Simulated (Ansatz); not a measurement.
# SiTe: relaxation of cell and atoms

Computed with DFT, PBE, PAW with Ansatz's default frozen-core files, scalar-relativistic (Ansatz 0.2.0).

Command: `ansatz run input.yaml --threads 1 --pin off --max-ram 3072MiB --backend cpu --events-out ev --progress --plain --runs-dir out` The run took about 130 s on 1 thread of a shared machine.

```yaml
crystal:
  lattice:
    - [4.2649272864, 0.0, 0.0]
    - [-2.1324636432, 3.6935353754, 0.0]
    - [0.0, 0.0, 6.9518314769]
  atoms:
    - { symbol: Te, position: [0.3333333333, 0.6666666667, 0.0] }
    - { symbol: Te, position: [0.6666666667, 0.3333333333, 0.5] }
    - { symbol: Si, position: [0.3333333333, 0.6666666667, 0.376] }
    - { symbol: Si, position: [0.6666666667, 0.3333333333, 0.876] }
kpoints:
  mp_grid: { grid: [10, 10, 6] }
scf:
  occupations: { method: fermi_dirac, width: 0.08 }
hamiltonian:
  xc: pbe
  pseudopotentials: { kind: paw }
output:
  forces: true
  stress: true
relax:
  f_tol: 0.005
  max_steps: 80
  cell: {}
```

Spin–orbit coupling is left out, though it moves levels of the heavy atoms by tenths of an eV or more.

The cell is built from the wurtzite type as a first guess.

The cutoff is 420 eV; energies and pressures of the walk include the program's estimate of the Pulay term.

Each frame lists the cell vectors (Å), then Cartesian positions (Å) and forces (eV/Å). Free energies count from the first step, -15228.5838 eV.

The walk took 16 evaluations in all; steps that aren't listed are left out.

Step 1: E = 0.0 meV, P = 11.63 GPa

```
cell 4.2649 0.0000 0.0000 -2.1325 3.6935 0.0000 0.0000 0.0000 6.9518
Te    0.0000    2.4624    0.0000     0.000   0.000   0.186
Te    2.1325    1.2312    3.4759     0.000   0.000   0.186
Si    0.0000    2.4624    2.6139     0.000   0.000  -0.186
Si    2.1325    1.2312    6.0898     0.000   0.000  -0.186
```

Step 2: E = -789.9 meV, P = 4.37 GPa

```
cell 4.4741 0.0000 0.0000 -2.2371 3.8747 0.0000 0.0000 0.0000 7.2587
Te    0.0000    2.5831    0.0104     0.000   0.000   0.009
Te    2.2371    1.2916    3.6397     0.000   0.000   0.009
Si    0.0000    2.5831    2.7189     0.000   0.000  -0.009
Si    2.2371    1.2916    6.3483     0.000   0.000  -0.009
```

Step 3: E = -1004.5 meV, P = 0.64 GPa

```
cell 4.6680 0.0000 0.0000 -2.3340 4.0426 0.0000 0.0000 0.0000 7.3357
Te    0.0000    2.6951   -0.0138     0.000   0.000   0.023
Te    2.3340    1.3475    3.6540     0.000   0.000   0.023
Si    0.0000    2.6951    2.7721     0.000   0.000  -0.023
Si    2.3340    1.3475    6.4399     0.000   0.000  -0.023
```

Step 4:

```
cell 4.8144 0.0000 0.0000 -2.4072 4.1694 0.0000 0.0000 0.0000 7.1217
Te    0.0000    2.7796   -0.0626
Te    2.4072    1.3898    3.4982
Si    0.0000    2.7796    2.7404
Si    2.4072    1.3898    6.3012
```

Step 5: E = -1179.3 meV, P = -1.44 GPa

```
cell 4.9239 0.0000 0.0000 -2.4619 4.2642 0.0000 0.0000 0.0000 6.7786
Te    0.0000    2.8428   -0.1071     0.000   0.000   0.037
Te    2.4619    1.4214    3.2822     0.000   0.000   0.037
Si    0.0000    2.8428    2.6559     0.000   0.000  -0.037
Si    2.4619    1.4214    6.0452     0.000   0.000  -0.037
```

Step 6: E = -1286.0 meV, P = -1.84 GPa

```
cell 5.0049 0.0000 0.0000 -2.5025 4.3344 0.0000 0.0000 0.0000 6.4405
Te    0.0000    2.8896   -0.1490     0.000   0.000  -0.031
Te    2.5025    1.4448    3.0712     0.000   0.000  -0.031
Si    0.0000    2.8896    2.5707     0.000   0.000   0.031
Si    2.5025    1.4448    5.7910     0.000   0.000   0.031
```

Step 7: E = -1378.8 meV, P = -0.91 GPa

```
cell 5.0072 0.0000 0.0000 -2.5036 4.3363 0.0000 0.0000 0.0000 6.1024
Te    0.0000    2.8909   -0.1837     0.000   0.000  -0.175
Te    2.5036    1.4454    2.8675     0.000   0.000  -0.175
Si    0.0000    2.8909    2.4782     0.000   0.000   0.175
Si    2.5036    1.4454    5.5294     0.000   0.000   0.175
```

Step 8: E = -1402.4 meV, P = -0.45 GPa

```
cell 4.9647 0.0000 0.0000 -2.4824 4.2996 0.0000 0.0000 0.0000 5.8891
Te    0.0000    2.8664   -0.2806     0.000   0.000   0.112
Te    2.4824    1.4332    2.6639     0.000   0.000   0.112
Si    0.0000    2.8664    2.4949     0.000   0.000  -0.112
Si    2.4824    1.4332    5.4395     0.000   0.000  -0.112
```

Step 9: E = -1389.7 meV, P = 0.85 GPa, step rejected

```
cell 4.8666 0.0000 0.0000 -2.4333 4.2146 0.0000 0.0000 0.0000 6.0054
Te    0.0000    2.8098   -0.2425     0.000   0.000   0.049
Te    2.4333    1.4049    2.7602     0.000   0.000   0.049
Si    0.0000    2.8098    2.5005     0.000   0.000  -0.049
Si    2.4333    1.4049    5.5032     0.000   0.000  -0.049
```

Step 10: E = -1415.5 meV, P = 0.05 GPa

```
cell 4.9399 0.0000 0.0000 -2.4700 4.2781 0.0000 0.0000 0.0000 5.9318
Te    0.0000    2.8521   -0.2451     0.000   0.000   0.017
Te    2.4700    1.4260    2.7208     0.000   0.000   0.017
Si    0.0000    2.8521    2.4755     0.000   0.000  -0.017
Si    2.4700    1.4260    5.4414     0.000   0.000  -0.017
```

Step 11: E = -1415.8 meV, P = 0.00 GPa

```
cell 4.9434 0.0000 0.0000 -2.4717 4.2811 0.0000 0.0000 0.0000 5.9519
Te    0.0000    2.8541   -0.2366     0.000   0.000  -0.006
Te    2.4717    1.4270    2.7393     0.000   0.000  -0.006
Si    0.0000    2.8541    2.4745     0.000   0.000   0.006
Si    2.4717    1.4270    5.4505     0.000   0.000   0.006
```

Step 12: E = -1415.8 meV, P = -0.01 GPa

```
cell 4.9439 0.0000 0.0000 -2.4719 4.2815 0.0000 0.0000 0.0000 5.9472
Te    0.0000    2.8544   -0.2387     0.000   0.000   0.001
Te    2.4719    1.4272    2.7350     0.000   0.000   0.001
Si    0.0000    2.8544    2.4748     0.000   0.000  -0.001
Si    2.4719    1.4272    5.4484     0.000   0.000  -0.001
```

Step 13: E = -1436.2 meV, P = 0.28 GPa (the cell of the step before, solved again on a basis chosen afresh, hence the jump)

```
cell 4.9439 0.0000 0.0000 -2.4719 4.2815 0.0000 0.0000 0.0000 5.9472
Te    0.0000    2.8544   -0.2387     0.000   0.000   0.002
Te    2.4719    1.4272    2.7350     0.000   0.000   0.002
Si    0.0000    2.8544    2.4748     0.000   0.000  -0.002
Si    2.4719    1.4272    5.4484     0.000   0.000  -0.002
```

Step 14: E = -1437.5 meV, P = 0.06 GPa

```
cell 4.9619 0.0000 0.0000 -2.4810 4.2972 0.0000 0.0000 0.0000 5.9513
Te    0.0000    2.8648   -0.2365     0.000   0.000  -0.001
Te    2.4810    1.4324    2.7391     0.000   0.000  -0.001
Si    0.0000    2.8648    2.4742     0.000   0.000   0.001
Si    2.4810    1.4324    5.4498     0.000   0.000   0.001
```

Question: Give the energy and forces of step 4.

Answer: E = -1071.8 meV, P = -0.79 GPa
```
Te    0.0000    2.7796   -0.0626     0.000   0.000   0.084
Te    2.4072    1.3898    3.4982     0.000   0.000   0.084
Si    0.0000    2.7796    2.7404     0.000   0.000  -0.084
Si    2.4072    1.3898    6.3012     0.000   0.000  -0.084
```

Question: How does the relaxation end?

Answer: It converges, with a = 4.966 Å, b = 4.966 Å, c = 5.955 Å, α = 90.00°, β = 90.00°, γ = 120.00° (conventional cell, space group P6_3mc). The last solve (on a basis chosen afresh for the final cell, so its energy is not quite comparable) gives E = -1437.7 meV, P = 0.00 GPa:
```
cell 4.9656 0.0000 0.0000 -2.4828 4.3003 0.0000 0.0000 0.0000 5.9546
Te    0.0000    2.8669   -0.2361     0.000   0.000   0.001
Te    2.4828    1.4334    2.7412     0.000   0.000   0.001
Si    0.0000    2.8669    2.4751     0.000   0.000  -0.001
Si    2.4828    1.4334    5.4524     0.000   0.000  -0.001
```
